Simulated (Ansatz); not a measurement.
ZnSnN$_{2}$ in space group Pna2_1 (No. 33; Zn on 4a, Sn on 4a, N on 4a, N on 4a), DFT-PBEsol in the program Ansatz with PAW potentials. The conduction-band minimum lies at Γ, with 1 equivalent valley. Second derivatives d²E/dk² of the lowest band at one valley (eV·Å²), along Cartesian directions:

```tsv
direction	d²E/dk²
[100]	267.8
[010]	321.9
[001]	253.4
[110]	294.9
[101]	260.6
[011]	287.7
```

Question: Find the principal effective masses, the density-of-states mass and the conductivity mass.

Answer: Off-diagonal terms follow from H_xy = H[110] − (H_xx + H_yy)/2, and m*/mₑ = 7.620 eV·Å² over each eigenvalue: 0.024, 0.028, 0.030. One valley's DOS mass (m₁m₂m₃)^(1/3) = 0.027, conductivity mass 3/(Σ 1/mᵢ) = 0.027 mₑ.

Question: What effective density of states Nc follows at 300 K for parabolic valleys?

Answer: Nc = 2.509e19 × 1 × (0.027)^(3/2) ≈ 1.1e17 cm⁻³.

Symmetry was held in the PBEsol relaxation. Scalar-relativistic: spin–orbit coupling is off unless named, which matters more the heavier the elements.

Potentials: the later of the program's two PAW sets.

Edges and masses are those of Kohn–Sham bands, whose gap is no quasiparticle gap.
